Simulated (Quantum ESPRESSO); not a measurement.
Al2GePNO2 (made-up cell, one site empty), Mg2AlS3Cl (made-up cell, one site empty) (calculated)

Calculation on a made-up crystal cell, not a measurement, with one named mistake planted (healthy values lack it): periodic Kohn-Sham density functional theory in plane waves with PseudoDojo standard norm-conserving scalar-relativistic pseudopotentials, each functional with its own files (v0.5 for PBE, v0.4.1 for LDA and PBEsol), no spin polarisation, no spin-orbit coupling, atoms not relaxed, stress positive in tension, energies less a fixed whole-eV offset for each atom's element; levels are Kohn-Sham levels at fractions of this cell's reciprocal vectors, counted from the reference band (half the neutral cell's valence electrons, rounded up) at Gamma; error bars cover cutoff and k-mesh only, not smearing or the files; each bar is the largest change over components, and at least 0.002 eV, 0.002 eV per angstrom or 0.02 GPa; a charged cell sits in a uniform background, with energy and stress on this program's zero of potential; energies are for the whole cell, and the offsets were chosen from early runs and are not element reference energies; a distance is the largest change of any value in units of its error bar (the energy's for the smearing term), a scale change is of lengths, and a coarse mesh keeps the half-step shift; machines and their load varied, so run times do not measure scaling. Program: Quantum ESPRESSO 7.5.

Common to all entries: intended functional pbe; intended cutoff 1143 eV; intended fermi dirac smearing 0.025 eV; intended scf tolerance 1e-07 eV; intended electrons removed 0; healthy smearing term minus ts 0 eV; faulty run command pw.x -nk 1 -in in; faulty run processor AMD EPYC, Zen 5 class, virtual cores; structure shown as intended, without the mistake.

(1) Al2GePNO2 (made-up cell, one site empty)

Intended structure:
```
CELL_PARAMETERS angstrom
3.23840 0.00470 0.00630
0.00820 5.61740 0.06440
0.01030 0.06070 5.47780
ATOMIC_POSITIONS crystal
Ge 0.53509 0.48612 0.00780
Al 0.48548 0.15785 0.50637
Al 0.01865 0.68728 0.48084
O 0.99184 0.97830 0.37921
P 0.50391 0.49244 0.35929
O 0.48742 0.14621 0.88634
N 0.01732 0.68006 0.88537
```

```
lattice type                                               : wurtzite
empty site                                                 : 1
healthy free energy less offsets                           : 8.328 eV
healthy scf iterations                                     : 12
healthy pressure                                           : 11.3 GPa
healthy stress xx                                          : -9.46 GPa
healthy stress yy                                          : -15.01 GPa
healthy stress zz                                          : -9.44 GPa
healthy stress yz                                          : 4.44 GPa
healthy stress xz                                          : 3.01 GPa
healthy stress xy                                          : 2.31 GPa
healthy reference band                                     : 21
fault kind                                                 : coarse kmesh
fault k points along each vector                           : 2
intended k mesh                                            : 5 x 4 x 4, shifted by half a step
faulty free energy less offsets                            : 7.457 eV
faulty scf iterations                                      : 14
faulty smearing term minus ts                              : 0 eV
faulty pressure                                            : 9.995 GPa
faulty stress xx                                           : -3.433 GPa
faulty stress yy                                           : -16.69 GPa
faulty stress zz                                           : -9.857 GPa
faulty stress yz                                           : 4.358 GPa
faulty stress xz                                           : 2.922 GPa
faulty stress xy                                           : 2.301 GPa
faulty reference band                                      : 21
other mistakes compared                                    : 7
distance from healthy                                      : 56.23 error bars
distance from nearest other mistake                        : 56.41 error bars
healthy error bar energy                                   : 0.01549 eV
healthy error bar stress                                   : 0.2217 GPa
healthy error bar force                                    : 0.01216 eV/Å
healthy error bar next band up                             : 0.002 eV
faulty wall time of scf and band steps on a shared machine : 52.4 s
```

Atoms:
```tsv
atoms element	atom site	atom energy offset (eV)
Ge	2	-2430
Al	3	-64
Al	4	-64
O	5	-452
P	6	-189
O	7	-452
N	8	-283
```

Healthy forces:
```tsv
site	x (eV/Å)	y (eV/Å)	z (eV/Å)
2	-0.122	-0.379	-12.019
3	-0.046	-6.308	4.152
4	-1.47	3.172	5.359
5	0.07	2.897	1.764
6	1.135	0.272	4.16
7	0.229	2.714	-2.352
8	0.204	-2.367	-1.064
```

Healthy levels:
```tsv
level k point	next band up (eV)
Gamma	1.006
(1/2,1/2,1/2)	1.679
(0.15,0,0)	1.802
(0,0.15,0)	1.329
(0,0,0.15)	1.232
```

Faulty forces:
```tsv
site	x (eV/Å)	y (eV/Å)	z (eV/Å)
2	-0.08654	-0.375	-12.16
3	-0.0527	-6.312	4.231
4	-1.435	3.386	5.501
5	0.06404	2.843	1.755
6	1.116	0.0197	4.15
7	0.2324	2.808	-2.337
8	0.1611	-2.369	-1.142
```

Faulty levels:
```tsv
level k point	next band up (eV)
Gamma	0.9837
(1/2,1/2,1/2)	1.653
(0.15,0,0)	1.778
(0,0.15,0)	1.306
(0,0,0.15)	1.208
```

(2) Mg2AlS3Cl (made-up cell, one site empty)

Intended structure:
```
CELL_PARAMETERS angstrom
5.38860 -0.01400 0.08980
-0.01400 5.38260 -0.02760
0.08980 -0.02760 5.33870
ATOMIC_POSITIONS crystal
Mg 0.01330 0.01506 0.00634
Al 0.99825 0.51066 0.50650
Mg 0.51189 0.00392 0.50882
Cl 0.26044 0.26572 0.24428
S 0.23928 0.74516 0.75235
S 0.74391 0.26073 0.74160
S 0.74818 0.73079 0.24247
```

```
lattice type                                               : zincblende/diamond
empty site                                                 : 4
healthy free energy less offsets                           : 4.567 eV
healthy scf iterations                                     : 9
healthy pressure                                           : 3.68 GPa
healthy stress xx                                          : -3.77 GPa
healthy stress yy                                          : -2.99 GPa
healthy stress zz                                          : -4.27 GPa
healthy stress yz                                          : -3.21 GPa
healthy stress xz                                          : 0.29 GPa
healthy stress xy                                          : -0.55 GPa
healthy reference band                                     : 24
fault kind                                                 : low cutoff
fault cutoff                                               : 714 eV
intended k mesh                                            : 4 x 4 x 4, shifted by half a step
faulty free energy less offsets                            : 9.267 eV
faulty scf iterations                                      : 9
faulty smearing term minus ts                              : 0 eV
faulty pressure                                            : -26.31 GPa
faulty stress xx                                           : 26.17 GPa
faulty stress yy                                           : 26.96 GPa
faulty stress zz                                           : 25.8 GPa
faulty stress yz                                           : -3.181 GPa
faulty stress xz                                           : 0.2485 GPa
faulty stress xy                                           : -0.5225 GPa
faulty reference band                                      : 24
other mistakes compared                                    : 7
distance from healthy                                      : 2350 error bars
distance from nearest other mistake                        : 1725 error bars
healthy error bar energy                                   : 0.002 eV
healthy error bar stress                                   : 0.02 GPa
healthy error bar force                                    : 0.004362 eV/Å
healthy error bar next band up                             : 0.002 eV
faulty wall time of scf and band steps on a shared machine : 120.8 s
```

Atoms:
```tsv
atoms element	atom site	atom energy offset (eV)
Mg	1	-1617
Al	2	-64
Mg	3	-1617
Cl	5	-449
S	6	-302
S	7	-302
S	8	-302
```

Healthy forces:
```tsv
site	x (eV/Å)	y (eV/Å)	z (eV/Å)
1	-1.383	-0.386	-0.422
2	-1.16	0.877	0.297
3	-0.133	-0.989	-0.349
5	0.347	0.858	0.386
6	0.474	-0.93	-0.623
7	1.168	1.136	0.533
8	0.688	-0.565	0.179
```

Healthy levels:
```tsv
level k point	next band up (eV)
Gamma	2.49
(1/2,1/2,1/2)	3.01
(0.15,0,0)	2.794
(0,0.15,0)	2.819
(0,0,0.15)	2.788
```

Faulty forces:
```tsv
site	x (eV/Å)	y (eV/Å)	z (eV/Å)
1	-1.395	-0.3893	-0.4173
2	-1.158	0.8762	0.2955
3	-0.1382	-0.9796	-0.3544
5	0.3545	0.8841	0.3919
6	0.4722	-0.9601	-0.6262
7	1.174	1.161	0.5346
8	0.6914	-0.5922	0.176
```

Faulty levels:
```tsv
level k point	next band up (eV)
Gamma	2.485
(1/2,1/2,1/2)	3.011
(0.15,0,0)	2.79
(0,0.15,0)	2.816
(0,0,0.15)	2.785
```
